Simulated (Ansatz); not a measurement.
4 guesses for Lu3Pt2 and where they end

The calculation used DFT PBE, scalar-relativistic, plane waves, PAW in Ansatz 0.2.0. Settings: cutoff 420 eV, Γ-centred meshes spaced at most about 0.3 Å⁻¹, and about 0.25 Å⁻¹ or finer for metals (2π included), Gaussian smearing. No spin polarisation in the final relaxations.

Each guess was relaxed in cell and atoms at zero pressure, within the symmetry of its start. These are static total energies at zero pressure. Coordination counts all near atoms (those within 1.25 times the shortest distance at each site; a plus sign parts nearer from farther groups; a slash parts the counts of unlike sites).

| guess | made from | start group | V start (Å³/atom) | end group | V end (Å³/atom) | coordination at the end | gap on mesh (eV) | E over the lowest end (meV/atom) |
| --- | --- | --- | --- | --- | --- | --- | --- | --- |
| 1 | Co3Ge2 type | P-6m2 | 18.8 | ? | ? | ? | ? | ? |
| 2 | random cell | P6mm | 19.6 | P6/mmm | 34.8 | Lu 4, Pt 6 | 0 | 465 |
| 3 | Br2Cl3 type | R-3m | 27.4 | R-3m | 26.8 | Lu 2+4, Pt 5 | 0 | 880 |
| 4 | Ga3Pt2 type | P-3m1 | 18.7 | P-3m1 | 23.4 | Lu 5+6/6+6, Pt 8+3 | 0 | 0 |

Guess 1 as it starts:

```cif
data_structure
_symmetry_space_group_name_H-M 'P-6m2'
_symmetry_Int_Tables_number 187
_cell_length_a 4.4368
_cell_length_b 4.4368
_cell_length_c 5.5032
_cell_angle_alpha 90.000
_cell_angle_beta 90.000
_cell_angle_gamma 120.000
_cell_volume 93.82
loop_
_atom_site_label
_atom_site_type_symbol
_atom_site_symmetry_multiplicity
_atom_site_Wyckoff_symbol
_atom_site_fract_x
_atom_site_fract_y
_atom_site_fract_z
_atom_site_occupancy
Lu1 Lu 2 i 0.66667 0.33333 0.24227 1
Lu2 Lu 1 b 0.00000 0.00000 0.50000 1
Pt1 Pt 1 a 0.00000 0.00000 0.00000 1
Pt2 Pt 1 d 0.33333 0.66667 0.50000 1
```

Task: Fill in the missing row: what does this guess relax into, and where does it rank?

Result: It ends in space group P-6m2 (No. 187), with a = 4.467 Å, c = 7.198 Å, 24.9 Å³/atom and no gap. It lies 0.44 eV/atom over the lowest end, above guess 4 and below guess 2. Counting all near atoms, this end has Lu 3/10, Pt 3/6+2 and the lowest (guess 4) has Lu 5+6/6+6, Pt 8+3.

Space group P-6m2 (No. 187). a = 4.467 Å, b = 4.467 Å, c = 7.198 Å, α = 90.00°, β = 90.00°, γ = 120.00°
| atom | site | symmetry | x | y | z |
| --- | --- | --- | --- | --- | --- |
| Lu | 2i | 3m. | 0.6667 | 0.3333 | 0.2148 |
| Lu | 1b | -6m2 | 0.0000 | 0.0000 | 0.5000 |
| Pt | 1a | -6m2 | 0.0000 | 0.0000 | 0.0000 |
| Pt | 1d | -6m2 | 0.3333 | 0.6667 | 0.5000 |

The zero of energy is the elements' standard structures at the same level; no fitted shifts are applied.

Task: Is the lowest end bound against the elements?

Result: Yes: its formation energy is −1.07 eV/atom. It lies below the elements, which doesn't yet make it stable against other compounds or structures.

Spin–orbit coupling, which can matter for Pt, is left out. A magnetic state wasn't ruled out in cells without spin, among them P6/mmm. Cells relaxed within their symmetry can be saddle points. A lower structure may well exist outside this small set. Some types were kept out of the candidates beforehand, so the set may lack a known form.
